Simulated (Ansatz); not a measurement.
## Zincblende alloy of InP and GaP (8 of 32 In sites exchanged), 64 atoms

Ansatz, PAW, plane waves. PBEsol relaxation of volume and atoms (shape held) at the single k point (¼, ¼, ¼) without its symmetry partners; single points on the relaxed atoms at the single k point (¼, ¼, ¼) without its symmetry partners, onto which points of the small cell's zone fold. Arrangement: random. No spin–orbit coupling unless named.

Relaxed structure:

```
In Ga P
1.0
    11.53279    0.00000    0.00000
     0.00000   11.53279    0.00000
     0.00000    0.00000   11.53279
In Ga P
24 8 32
Direct
  0.00278 0.00058 0.99803
  0.00224 0.50029 0.99813
  0.00031 0.49778 0.50269
  0.49664 0.00273 0.99929
  0.50028 0.00519 0.50045
  0.49973 0.49517 0.50014
  0.25176 0.25189 0.00028
  0.24784 0.24843 0.50036
  0.24998 0.74788 0.99378
  0.24626 0.75247 0.50678
  0.74776 0.25306 0.00538
  0.74960 0.74808 0.99754
  0.75433 0.75308 0.50296
  0.24762 0.00565 0.25301
  0.25176 0.49539 0.24840
  0.75243 0.00670 0.25530
  0.75505 0.00064 0.74567
  0.74765 0.49339 0.25018
  0.75023 0.50034 0.74987
  0.00160 0.24816 0.74556
  0.99996 0.75314 0.25262
  0.49695 0.25181 0.74991
  0.49970 0.74742 0.24740
  0.49501 0.74769 0.75290
  0.00104 0.00198 0.50287
  0.49796 0.49606 0.99977
  0.75181 0.24744 0.49619
  0.24471 0.99725 0.74654
  0.24890 0.50139 0.75249
  0.99788 0.24800 0.25490
  0.00511 0.75179 0.74761
  0.50272 0.25207 0.24991
  0.11755 0.13382 0.13102
  0.12528 0.11213 0.62349
  0.12578 0.62630 0.12590
  0.12511 0.62301 0.63853
  0.61774 0.13065 0.13211
  0.63260 0.13348 0.61931
  0.61874 0.61477 0.11630
  0.62375 0.62620 0.62398
  0.38922 0.37340 0.12540
  0.36441 0.38184 0.63095
  0.37052 0.87535 0.12465
  0.37011 0.88332 0.63176
  0.88379 0.36869 0.13161
  0.86632 0.36685 0.61789
  0.87301 0.87696 0.12465
  0.89082 0.87534 0.62466
  0.38199 0.13514 0.36838
  0.36396 0.11705 0.86555
  0.37210 0.62499 0.37737
  0.37427 0.60913 0.87614
  0.88324 0.13046 0.38481
  0.87377 0.12816 0.87652
  0.87366 0.62308 0.37479
  0.88337 0.63244 0.86637
  0.11838 0.36785 0.36912
  0.13087 0.37974 0.86733
  0.11873 0.88347 0.38324
  0.12539 0.87450 0.86228
  0.62468 0.36010 0.37594
  0.61903 0.38110 0.88163
  0.62489 0.87494 0.37546
  0.62449 0.87704 0.87289
```

(1) What are the mean bond lengths by pair (pairs within 1.2 times the sum of covalent radii, less contacts 15 % beyond the pair's median; cation–cation pairs of compounds aside; long ionic contacts are cut short by that bound)?

(2) What gap lies between the top filled and the lowest empty level in the single points?

## Answers

(1) Ga–P 2.383 ± 0.017 Å (standard deviation, 32 bonds); In–P 2.538 ± 0.013 Å (standard deviation, 96 bonds).

(2) HSE06 2.53 eV (47 s on NVIDIA H100). Away from Γ this isn't the crystal's band gap. An indirect band minimum needn't fold onto Γ of this cell; where it doesn't, these gaps are too wide.
